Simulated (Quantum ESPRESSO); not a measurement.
Si3BC3N, finding a planted mistake in a log

Computed values, not a measurement. The program is pw.x of Quantum ESPRESSO 7.5 (plane-wave density functional theory). The cell is made up: 8 atoms on a zincblende/diamond lattice, with randomly drawn elements, strain and displacements, not relaxed. PseudoDojo standard norm-conserving files (v0.5 for PBE, v0.4.1 for LDA and PBEsol) set the functional; there is no spin polarisation, spin-orbit coupling or dispersion term, and the masses in the input are unused placeholders.

Intended input:

```
&control calculation='scf', pseudo_dir='./dojo.nc.sr.pbe.v0_5.standard.upf', outdir='./o', disk_io='low', tprnfor=.true., tstress=.true. /
&system ibrav=0, nat=8, ntyp=4, nbnd=22, ecutwfc=84.00895049, nosym=.true., tot_charge=0,
 occupations='smearing', smearing='fd', degauss=0.0018374661
/
&electrons conv_thr=7.350e-09, electron_maxstep=60, /
ATOMIC_SPECIES
B 1.0 B.upf
C 1.0 C.upf
N 1.0 N.upf
Si 1.0 Si.upf
CELL_PARAMETERS angstrom
4.5346 0.0095 -0.0516
0.0095 4.5047 -0.0289
-0.0516 -0.0289 4.4958
ATOMIC_POSITIONS angstrom
Si -0.0133 0.0113 -0.0702
Si 0.2053 2.1565 2.2235
Si 2.2033 -0.1245 2.1132
B 2.3412 2.3178 0.1076
C 1.0632 1.1775 1.201
C 1.0322 3.507 3.158
N 3.3013 1.0209 3.2727
C 3.2625 3.367 1.1748
K_POINTS automatic
4 4 4 1 1 1
```

The log is shortened where brackets say so; the opening notice, blank lines, dates and the lines on written files are dropped, and the path of the files is cut. It prints rydbergs, bohrs and kilobars, and counts compression as positive stress. Where no state is partly filled, the Fermi energy that it prints is only some level between the filled and the empty states on the mesh, and need not lie in the true gap.

Log of the intended run:

```
     Program PWSCF v.7.5
     Parallel version (MPI & OpenMP), running on       4 processor cores
     Number of MPI processes:                 4
     Threads/MPI process:                     1
     [start-up lines left out]
     bravais-lattice index     =            0
     lattice parameter (alat)  =       8.5697  a.u.
     unit-cell volume          =     619.6294 (a.u.)^3
     number of atoms/cell      =            8
     number of atomic types    =            4
     number of electrons       =        32.00
     number of Kohn-Sham states=           22
     kinetic-energy cutoff     =      84.0090  Ry
     charge density cutoff     =     336.0358  Ry
     scf convergence threshold =      7.3E-09
     mixing beta               =       0.7000
     number of iterations used =            8  plain     mixing
     Exchange-correlation= PBE
                           (   1   4   3   4   0   0   0)
     [axes and pseudopotential details left out]
   Cartesian axes
     site n.     atom                  positions (alat units)
         1        Si     tau(   1) = (  -0.0029328   0.0024918  -0.0154799  )
         2        Si     tau(   2) = (   0.0452711   0.4755338   0.4903081  )
         3        Si     tau(   3) = (   0.4858538  -0.0274537   0.4659857  )
         4        B      tau(   4) = (   0.5162624   0.5111024   0.0237271  )
         5        C      tau(   5) = (   0.2344482   0.2596527   0.2648347  )
         6        C      tau(   6) = (   0.2276123   0.7733351   0.6963764  )
         7        N      tau(   7) = (   0.7279758   0.2251206   0.7216692  )
         8        C      tau(   8) = (   0.7194199   0.7424634   0.2590573  )
     number of k points=    32  Fermi-Dirac smearing, width (Ry)=  0.0018
                       cart. coord. in units 2pi/alat
        k(    1) = (   0.1262041   0.1263954   0.1283482), wk =   0.0625000
        k(    2) = (   0.1290707   0.1280074   0.3805659), wk =   0.0625000
     [further k points left out]
     Dense  grid:    64437 G-vectors     FFT dimensions: (  50,  50,  50)
     Estimated max dynamical RAM per process >      94.00 MB
     Estimated total dynamical RAM >     328.80 MB
     Initial potential from superposition of free atoms
     starting charge      31.9978, renormalised to      32.0000
     Starting wfcs are   32 randomized atomic wfcs
     total cpu time spent up to now is        1.2 secs
     per-process dynamical memory:    68.6 Mb
     Self-consistent Calculation
     iteration #  1     ecut=    84.01 Ry     beta= 0.70
     Davidson diagonalization with overlap
     ethr =  1.00E-02,  avg # of iterations =  3.0
     total cpu time spent up to now is        2.7 secs
     total energy              =     -87.28303024 Ry
     estimated scf accuracy    <       1.67881060 Ry
     iteration #  2     ecut=    84.01 Ry     beta= 0.70
     Davidson diagonalization with overlap
     ethr =  5.25E-03,  avg # of iterations =  2.1
     total cpu time spent up to now is        4.0 secs
     total energy              =     -87.69709699 Ry
     estimated scf accuracy    <       1.46512873 Ry
     [iterations 3 to 11 left out]
     iteration # 12     ecut=    84.01 Ry     beta= 0.70
     Davidson diagonalization with overlap
     ethr =  6.27E-11,  avg # of iterations =  5.0
     total cpu time spent up to now is       17.9 secs
     total energy              =     -87.96892902 Ry
     estimated scf accuracy    <       0.00000001 Ry
     iteration # 13     ecut=    84.01 Ry     beta= 0.70
     Davidson diagonalization with overlap
     ethr =  4.59E-11,  avg # of iterations =  2.0
     total cpu time spent up to now is       19.0 secs
     End of self-consistent calculation
     [lines on levels left out]
     the Fermi energy is     7.9443 ev
!    total energy              =     -87.96892902 Ry
     estimated scf accuracy    <          1.3E-09 Ry
     smearing contrib. (-TS)   =      -0.00000000 Ry
     internal energy E=F+TS    =     -87.96892902 Ry
     The total energy is F=E-TS. E is the sum of the following terms:
     one-electron contribution =       9.59076992 Ry
     hartree contribution      =      13.19098752 Ry
     xc contribution           =     -30.29380521 Ry
     ewald contribution        =     -80.45688125 Ry
     convergence has been achieved in  13 iterations
     Forces acting on atoms (cartesian axes, Ry/au):
     atom    1 type  4   force =    -0.04261841    0.00723286    0.02558409
     atom    2 type  4   force =    -0.22779126    0.14764582    0.10303843
     atom    3 type  4   force =    -0.03673409    0.13930391    0.08825578
     atom    4 type  1   force =    -0.02950057    0.01042831    0.01366927
     atom    5 type  2   force =     0.15499373   -0.12936366   -0.21187647
     atom    6 type  2   force =     0.01702069   -0.07117089    0.11967728
     atom    7 type  3   force =     0.04453213    0.03095646    0.04351663
     atom    8 type  2   force =     0.12009779   -0.13503282   -0.18186501
     Total force =     0.540771     Total SCF correction =     0.000016
     Computing stress (Cartesian axis) and pressure
          total   stress  (Ry/bohr**3)                   (kbar)     P=     -196.23
  -0.00139888  -0.00058655  -0.00040853         -205.78      -86.28      -60.10
  -0.00058655  -0.00120617   0.00037565          -86.28     -177.43       55.26
  -0.00040853   0.00037565  -0.00139684          -60.10       55.26     -205.48
     init_run     :      1.11s CPU      1.18s WALL (       1 calls)
     electrons    :     17.48s CPU     17.83s WALL (       1 calls)
     forces       :      0.34s CPU      0.35s WALL (       1 calls)
     stress       :      1.00s CPU      1.01s WALL (       1 calls)
     [timing details left out]
     PWSCF        :     19.99s CPU     20.45s WALL
     JOB DONE.
```

A second run was made from an input with one planted mistake. Its log:

```
     Program PWSCF v.7.5
     Parallel version (MPI & OpenMP), running on       4 processor cores
     Number of MPI processes:                 4
     Threads/MPI process:                     1
     [start-up lines left out]
     bravais-lattice index     =            0
     lattice parameter (alat)  =       8.5697  a.u.
     unit-cell volume          =     619.6294 (a.u.)^3
     number of atoms/cell      =            8
     number of atomic types    =            4
     number of electrons       =        32.00
     number of Kohn-Sham states=           22
     kinetic-energy cutoff     =      84.0090  Ry
     charge density cutoff     =     336.0358  Ry
     scf convergence threshold =      7.3E-09
     mixing beta               =       0.7000
     number of iterations used =            8  plain     mixing
     Exchange-correlation= PBE
                           (   1   4   3   4   0   0   0)
     [axes and pseudopotential details left out]
   Cartesian axes
     site n.     atom                  positions (alat units)
         1        N      tau(   1) = (  -0.0029328   0.0024918  -0.0154799  )
         2        Si     tau(   2) = (   0.0452711   0.4755338   0.4903081  )
         3        Si     tau(   3) = (   0.4858538  -0.0274537   0.4659857  )
         4        B      tau(   4) = (   0.5162624   0.5111024   0.0237271  )
         5        C      tau(   5) = (   0.2344482   0.2596527   0.2648347  )
         6        C      tau(   6) = (   0.2276123   0.7733351   0.6963764  )
         7        Si     tau(   7) = (   0.7279758   0.2251206   0.7216692  )
         8        C      tau(   8) = (   0.7194199   0.7424634   0.2590573  )
     number of k points=    32  Fermi-Dirac smearing, width (Ry)=  0.0018
                       cart. coord. in units 2pi/alat
        k(    1) = (   0.1262041   0.1263954   0.1283482), wk =   0.0625000
        k(    2) = (   0.1290707   0.1280074   0.3805659), wk =   0.0625000
     [further k points left out]
     Dense  grid:    64437 G-vectors     FFT dimensions: (  50,  50,  50)
     Estimated max dynamical RAM per process >      94.00 MB
     Estimated total dynamical RAM >     328.80 MB
     Initial potential from superposition of free atoms
     starting charge      31.9978, renormalised to      32.0000
     Starting wfcs are   32 randomized atomic wfcs
     total cpu time spent up to now is        1.2 secs
     per-process dynamical memory:    68.6 Mb
     Self-consistent Calculation
     iteration #  1     ecut=    84.01 Ry     beta= 0.70
     Davidson diagonalization with overlap
     ethr =  1.00E-02,  avg # of iterations =  3.1
     total cpu time spent up to now is        2.5 secs
     total energy              =     -87.13792284 Ry
     estimated scf accuracy    <       0.73997637 Ry
     iteration #  2     ecut=    84.01 Ry     beta= 0.70
     Davidson diagonalization with overlap
     ethr =  2.31E-03,  avg # of iterations =  2.3
     total cpu time spent up to now is        3.7 secs
     total energy              =     -87.08225973 Ry
     estimated scf accuracy    <       1.56076088 Ry
     [iterations 3 to 11 left out]
     iteration # 12     ecut=    84.01 Ry     beta= 0.70
     Davidson diagonalization with overlap
     ethr =  2.29E-10,  avg # of iterations =  3.5
     total cpu time spent up to now is       15.2 secs
     total energy              =     -87.40001963 Ry
     estimated scf accuracy    <       0.00000001 Ry
     iteration # 13     ecut=    84.01 Ry     beta= 0.70
     Davidson diagonalization with overlap
     ethr =  3.96E-11,  avg # of iterations =  2.1
     total cpu time spent up to now is       16.2 secs
     End of self-consistent calculation
     [lines on levels left out]
     the Fermi energy is     7.2686 ev
!    total energy              =     -87.40001963 Ry
     estimated scf accuracy    <          2.5E-09 Ry
     smearing contrib. (-TS)   =      -0.00046727 Ry
     internal energy E=F+TS    =     -87.39955237 Ry
     The total energy is F=E-TS. E is the sum of the following terms:
     one-electron contribution =      10.79122423 Ry
     hartree contribution      =      12.28986609 Ry
     xc contribution           =     -30.13055125 Ry
     ewald contribution        =     -80.35009143 Ry
     convergence has been achieved in  13 iterations
     Forces acting on atoms (cartesian axes, Ry/au):
     atom    1 type  3   force =     0.02454087   -0.00832642   -0.00906575
     atom    2 type  4   force =    -0.14745622    0.21846418    0.03855494
     atom    3 type  4   force =    -0.21629111   -0.01320873   -0.11412987
     atom    4 type  1   force =    -0.01093686    0.02297027    0.02475954
     atom    5 type  2   force =     0.18354045   -0.12039385   -0.21960873
     atom    6 type  2   force =    -0.00305194   -0.04607856    0.14488192
     atom    7 type  4   force =     0.10638626    0.13474780    0.29097900
     atom    8 type  2   force =     0.06326855   -0.18817469   -0.15637105
     Total force =     0.656120     Total SCF correction =     0.000047
     Computing stress (Cartesian axis) and pressure
          total   stress  (Ry/bohr**3)                   (kbar)     P=       30.80
   0.00024356   0.00052784  -0.00034524           35.83       77.65      -50.79
   0.00052784   0.00042438   0.00087653           77.65       62.43      128.94
  -0.00034524   0.00087653  -0.00003984          -50.79      128.94       -5.86
     init_run     :      1.09s CPU      1.15s WALL (       1 calls)
     electrons    :     14.88s CPU     15.01s WALL (       1 calls)
     forces       :      0.28s CPU      0.29s WALL (       1 calls)
     stress       :      0.80s CPU      0.81s WALL (       1 calls)
     [timing details left out]
     PWSCF        :     17.12s CPU     17.36s WALL
     JOB DONE.
```

Question: what was wrong in the second input?

Answer: two atoms have their elements exchanged. The input lines that differ, file-writing options aside:

```
- Si -0.0133 0.0113 -0.0702
+ N -0.0133 0.0113 -0.0702
- N 3.3013 1.0209 3.2727
+ Si 3.3013 1.0209 3.2727
```

```
                                            intended run  run with the mistake
                          free energy (eV)     -1196.878             -1189.138
                    smearing term -TS (eV)        0.0000               -0.0064
                            pressure (GPa)        -19.62                  3.08
            largest force component (eV/Å)         5.857                 7.481
largest change of a force component (eV/Å)                               6.363
                                iterations            13                    13
```

For scale, a rerun of the intended cell at 1437 eV and a 6 x 6 x 6 mesh moved values by no more than 0.004 eV in energy, 0.04 GPa in stress and 0.006 eV/Å in force.